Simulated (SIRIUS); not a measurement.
Set-up for a self-consistent single point of ZnS (F-43m, 2 atoms in the cell; from Materials Project mp-10695).

```yaml
crystal:
  lattice:
    - [0.00000, 2.69368, 2.69368]
    - [2.69368, 0.00000, 2.69368]
    - [2.69368, 2.69368, 0.00000]
  atoms:
    - { symbol: Zn, position: [0.00000, 0.00000, 0.00000] }
    - { symbol: S, position: [0.25000, 0.25000, 0.25000] }
```

Level of theory: PBE, FP-LAPW (LAPW with two local orbitals a valence shell; core below -3 Ha), all-electron full potential with ZORA scalar-relativistic valence and Dirac core run with SIRIUS 7.12.0.

SIRIUS settings:

parameters.ngridk: 7 7 7
basis: LAPW with two local orbitals a valence shell, core below -3 Ha
unit_cell.atom_type_rmt: {Zn: 2.22, S: 2.04} bohr
parameters.xc_functionals: [XC_GGA_X_PBE, XC_GGA_C_PBE]
parameters.aw_cutoff: 7
parameters.pw_cutoff: 20 1/bohr
parameters.shiftk: 1 1 1
parameters.smearing: gaussian
parameters.smearing_width: 0.0001 Ha
parameters.electronic_structure_method: full_potential_lapwlo
parameters.lmax_apw: 8
parameters.lmax_rho: 8
parameters.lmax_pot: 8
parameters.auto_rmt: 0
parameters.num_fv_states: 13
parameters.num_mag_dims: 0
parameters.num_dft_iter: 100
parameters.energy_tol: 1e-07 Ha
parameters.density_tol: 1e-06
mixer.type: anderson
mixer.beta: 0.2
mixer.use_hartree: false

Results:

| Quantity | Value |
|---|---|
| Number of valence electrons | 18 |
| Number of bands | 13 |
| Number of k-points after the program's reduction | 44 |
| Size of the basis | 206 |
| Number of SCF iterations | 12 |
| FFT grid | 48 × 48 × 48 |
| Free energy E − TS | -59739.1815 eV |

The structure comes from a collection of computed structures, made at another level of theory; the collection holds predicted forms beside known ones. Values depend on the basis (sphere radii, cutoffs, local orbitals), which need not be converged.

Cost on one core: very roughly 30 core-seconds.
